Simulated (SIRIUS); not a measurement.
A self-consistent single point of CdTe (F-43m, 8 atoms in the cell; from Materials Project mp-406, changed as shown).

```
CdTe
1.0
    6.69552     0.00000     0.00000
    0.00000     6.69552     0.00000
    0.00000     0.00000     6.69552
Cd Te
4 4
Cartesian
  0.00000   0.00000   0.00000
  0.00000   3.34776   3.34776
  3.34776   0.00000   3.34776
  3.34776   3.34776   0.00000
  1.67388   1.67388   5.02164
  1.67388   5.02164   1.67388
  5.02164   1.67388   1.67388
  5.02164   5.02164   5.02164
```

Level of theory: PBE, GBRV PBE ultrasoft pseudopotentials (plane waves; SIRIUS 7.12.0).

SIRIUS settings:

| setting | value |
|---|---|
| parameters.ngridk | 4 4 4 |
| parameters.xc_functionals | [XC_GGA_X_PBE, XC_GGA_C_PBE] |
| parameters.gk_cutoff | 6.325 1/bohr |
| parameters.pw_cutoff | 14.143 1/bohr |
| parameters.smearing | fermi_dirac |
| parameters.smearing_width | 0.00183747 Ha |
| potentials | GBRV PBE ultrasoft pseudopotentials |
| parameters.electronic_structure_method | pseudopotential |
| parameters.num_bands | 43 |
| parameters.num_mag_dims | 0 |
| parameters.num_dft_iter | 100 |
| parameters.energy_tol | 1e-07 Ha |
| parameters.density_tol | 1e-06 |
| mixer.type | anderson |
| mixer.beta | 0.3 |
| mixer.use_hartree | true |

Results:

```
Quantity                                                  Value
------------------------------------------------  -------------
Number of valence electrons                                  72
Number of bands                                              43
Number of k-points after the program's reduction             10
Number of plane waves (most at a k-point)                  8709
Number of SCF iterations                                     16
FFT grid                                           60 × 60 × 60
Free energy E − TS                                -7689.2616 eV
Top of the valence band (on the code's own zero)        4.07 eV
Gap on the k-point mesh                                 0.48 eV
Pressure                                              -1.14 GPa
```

Stress (GPa, positive for compression):
```
-1.14   0.00   0.00
 0.00  -1.14   0.00
 0.00   0.00  -1.14
```

The gap is read on the k-point mesh of the run and can differ from the gap over the whole zone at this level.

For comparison: a first run was changed to give this one (lattice scaled by 1.02), and from it to this one the free energy stays essentially unchanged (within 1 meV/atom), the pressure goes from 0.96 to -1.14 GPa and the gap on the mesh goes from 0.649 to 0.477 eV.

Spin-orbit coupling is left out, which matters for bands and gaps with elements this heavy. The structure comes from a collection of computed structures, made at another level of theory; the collection holds predicted forms beside known ones.

Cost on one core: roughly 80 core-seconds.
